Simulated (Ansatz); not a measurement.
Mg (9R (Sm type), R-3m) at seven volumes, DFT-LDA in the program Ansatz with PAW potentials, shape and atoms relaxed at each. One row is withheld.

```
V (Å³/atom)  P (GPa)
-----------  -------
19.703          4.51
20.353          2.77
21.003          1.28
21.652          0.00
22.302             ?
22.951         -2.05
23.601         -2.86
```

Problem. Fit the shown pressures and predict the withheld one.

Solution. Third-order Birch–Murnaghan: P = (3/2)B₀(x^(7/2) − x^(5/2))[1 + (3/4)(B′ − 4)(x − 1)] with x = (V₀/V)^(2/3). Least squares on the six rows gives V₀ = 21.652 Å³/atom, B₀ = 39.51 GPa, B′ = 4.04. At V = 22.302, x = 0.9805 and P = -1.10 GPa. The run itself gave -1.10 GPa.

The first step of the workflow began from a Materials Project structure, measured or hypothetical; the Crystallography Open Database copy checked does not list it. It is not the phase usual at ambient conditions (space group No. 194). The LDA relaxation kept the symmetry of its start; its stability against distortions is not shown here.

Potentials: the earlier of the program's two PAW sets. The files were generated under PBE; for other functionals the program regenerates the frozen cores, and for LDA and PBEsol the local potential too.
